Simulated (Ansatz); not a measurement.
4 guesses for BiO₅ and where they end

Theory: DFT PBE, scalar-relativistic, plane waves, PAW (Ansatz). All cells share a 420 eV cutoff and Γ-centred k meshes spaced at most about 0.3 Å⁻¹ (about 0.25 or finer for metals, 2π included). No spin polarisation in the final relaxations.

Each guess was relaxed in cell and atoms at zero pressure, within the symmetry of its start. These are static total energies at zero pressure. Coordination counts O atoms around Bi (those within 1.25 times the shortest such distance or 1.15 times the sum of covalent radii; the shortest distance is added where it is long for a bond).

```csv
guess,made from,start group,V start (Å³/atom),end group,V end (Å³/atom),coordination at the end,gap on mesh (eV),E over the lowest end (meV/atom)
1,DyRh5 type,P6/mmm,13.4,P6/mmm,13.1,Bi 6,0,280
2,BaSn5 type,P6/mmm,13.2,?,?,?,?,?
3,Mg5Cd type,P-6m2,16.0,P-6m2,18.4,Bi 6,0,0
4,HfNi5 type,F-43m,13.1,F-43m,10.5,Bi 16 from 2.6 Å,0,509
```

Guess 2 as it starts:

```yaml
crystal:
  lattice:
    - [4.06784, 0.00000, 0.00000]
    - [-2.03392, 3.52285, 0.00000]
    - [0.00000, 0.00000, 5.52189]
  atoms:
    - { symbol: Bi, position: [0.00000, 0.00000, 0.50000] }
    - { symbol: O, position: [0.66667, 0.33333, 0.79599] }
    - { symbol: O, position: [0.00000, 0.00000, 0.00000] }
    - { symbol: O, position: [0.66667, 0.33333, 0.20401] }
    - { symbol: O, position: [0.33333, 0.66667, 0.20401] }
    - { symbol: O, position: [0.33333, 0.66667, 0.79599] }
```

Q: Fill in the missing row: what does this guess relax into, and where does it rank?

A: It ends in space group P6/mmm (No. 191), with a = 3.721 Å, c = 5.449 Å, 10.9 Å³/atom and no gap. It lies 0.55 eV/atom over the lowest end, above guess 4 and so the highest of the set. Counting O atoms around Bi, this end has Bi 14 from 2.6 Å and the lowest (guess 3) has Bi 6. The lowest (guess 3) holds O–O pairs (shortest 1.25 Å, as in O₂); in this end the shortest O–O distance is 2.15 Å.

```cif
data_structure
_symmetry_space_group_name_H-M 'P6/mmm'
_symmetry_Int_Tables_number 191
_cell_length_a 3.7208
_cell_length_b 3.7208
_cell_length_c 5.4486
_cell_angle_alpha 90.000
_cell_angle_beta 90.000
_cell_angle_gamma 120.000
_cell_volume 65.33
loop_
_atom_site_label
_atom_site_type_symbol
_atom_site_symmetry_multiplicity
_atom_site_Wyckoff_symbol
_atom_site_fract_x
_atom_site_fract_y
_atom_site_fract_z
_atom_site_occupancy
Bi1 Bi 1 b 0.00000 0.00000 0.50000 1
O1 O 4 h 0.66667 0.33333 0.75357 1
O2 O 1 a 0.00000 0.00000 0.00000 1
```

The zero of energy is the elements' standard structures at the same level (O₂ as a molecule); no fitted shifts are applied.

Q: Is the lowest end bound against the elements?

A: No: its formation energy is +0.60 eV/atom. The separate elements lie lower, so it is unstable against them.

No dispersion correction is applied, so the spacing and binding between layers, chains or molecules are poorly described (P-6m2, P6/mmm at 13.1 Å³/atom), and this can change margins and order among such cells. These runs have no spin–orbit coupling, which can matter for Bi. In P-6m2, P6/mmm at 13.1 Å³/atom, F-43m, P6/mmm at 10.9 Å³/atom an odd number of electrons in the primitive cell allows no gap without spin; a larger cell or a magnetic state could open one. A magnetic state wasn't ruled out in cells without spin, among them P-6m2, P6/mmm at 13.1 Å³/atom, F-43m, P6/mmm at 10.9 Å³/atom. Cells relaxed within their symmetry can be saddle points. A lower structure may well exist outside this small set. Some candidate types were left out of the draw beforehand, so a known form may be missing.
